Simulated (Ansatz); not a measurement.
B$_{2}$Ir in space group P6_3/mmc (No. 194; Ir on 2c, B on 4f) at seven volumes, PBE in the plane-wave PAW code Ansatz, shape and atoms relaxed at each. One row is withheld.

```csv
V (Å³/atom),P (GPa)
8.725,28.45
9.013,17.41
9.300,?
9.588,-0.01
9.875,-7.28
10.163,-13.67
10.451,-19.36
```

Task: Fit the shown pressures and predict the withheld one.

Result: Third-order Birch–Murnaghan: P = (3/2)B₀(x^(7/2) − x^(5/2))[1 + (3/4)(B′ − 4)(x − 1)] with x = (V₀/V)^(2/3). Least squares on the six rows gives V₀ = 9.585 Å³/atom, B₀ = 258.1 GPa, B′ = 3.35. At V = 9.300, x = 1.0203 and P = 8.19 GPa. The run itself gave 8.30 GPa.

The start of the workflow was typed in or built on a structure type; neither database checked (COD, Materials Project) lists it. Whether it is the stable phase at ambient conditions was not checked. The cell was relaxed with PBE under the symmetry of its start; its stability against distortions is not shown here. The run is not spin-polarised. Scalar-relativistic: spin–orbit coupling is off unless named, which matters more the heavier the elements.

Potentials: the earlier of the program's two PAW sets.
